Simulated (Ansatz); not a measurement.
NbAs in space group I4_1md (No. 109; Nb on 4a, As on 4a), PBE (plane waves, PAW; program Ansatz), all energies at zero smearing, with the estimated change up to a 700 eV cutoff added, with one set of potentials and settings (totals compare only within such a set). Cell of 4 atoms (2 Nb, 2 As): -18819.609 eV.

```json
[
 {"element": "Nb", "reference phase": "Im-3m, 1 atoms in the cell", "E (eV/atom)": "-4552.2836"},
 {"element": "As", "reference phase": "R-3m, 2 atoms in the cell", "E (eV/atom)": "-4856.1377"}
]
```

Formation energy per atom, worked out: (-18819.609 − 2×(-4552.2836) − 2×(-4856.1377))/4 = -0.692 eV/atom (-67 kJ per mol of atoms), at 0 K, without zero-point energy or fitted corrections.

The PBE relaxation kept the symmetry of its start. No spin polarisation was allowed. The references are the lowest solids computed at this level, not always the standard phases.

Potentials: the later of the program's two PAW sets.
